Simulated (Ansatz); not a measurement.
W (fcc (Cu type), Fm-3m) at seven volumes, DFT-LDA in the program Ansatz with PAW potentials, scaled uniformly. One row is withheld.

```json
[
 {"V (Å³/atom)": "14.264", "P (GPa)": "35.31"},
 {"V (Å³/atom)": "14.734", "P (GPa)": "21.91"},
 {"V (Å³/atom)": "15.204", "P (GPa)": "10.21"},
 {"V (Å³/atom)": "15.674", "P (GPa)": "0.00"},
 {"V (Å³/atom)": "16.145", "P (GPa)": "-8.75"},
 {"V (Å³/atom)": "16.615", "P (GPa)": "-16.20"},
 {"V (Å³/atom)": "17.085", "P (GPa)": "?"}
]
```

### Question
Fit the shown pressures and predict the withheld one.

### Answer
P = (3/2)B₀(x^(7/2) − x^(5/2))[1 + (3/4)(B′ − 4)(x − 1)] with x = (V₀/V)^(2/3). Least squares on the six rows gives V₀ = 15.678 Å³/atom, B₀ = 313 GPa, B′ = 3.80. At V = 17.085, x = 0.9443 and P = -22.84 GPa. The run itself gave -22.59 GPa.

The workflow started from an entry of the Crystallography Open Database (COD), which files this formula under 6 space groups. It is not the phase usual at ambient conditions (space group No. 229). Symmetry was held in the LDA relaxation. At this level the phase is mechanically unstable. The run is not spin-polarised. Scalar-relativistic: spin–orbit coupling is off unless named, which matters more the heavier the elements.

Potentials: the later of the program's two PAW sets.
